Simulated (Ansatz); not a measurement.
Simulated powder pattern, neutron, λ = 1.5401 Å (kinematic, ideal powder, no thermal factors, coherent scattering alone; the 30 strongest lines at most, above 1 %, up to 2θ = 90°):

| 2θ (°) | I/Imax (%) |
|---|---|
| 30.08 | 100 |
| 43.05 | 26 |
| 53.41 | 72 |
| 62.52 | 28 |
| 70.93 | 47 |
| 78.92 | 14 |
| 86.71 | 76 |

The pattern belongs to a structure relaxed with PBE in the plane-wave PAW code Ansatz.

### Question
Which compound is it?
A) Na, bcc (W type)
B) TiSe2, CdI2 type
C) MoW, CsCl type
D) Cr, bcc (W type)

### Answer
A, Na, bcc (W type)

### Question
Give the lattice parameters.

### Answer
a = 4.197 Å.

Space group Im-3m (bcc (W type)). The PBE relaxation kept the symmetry of its start.

Potentials: the earlier of the program's two PAW sets.
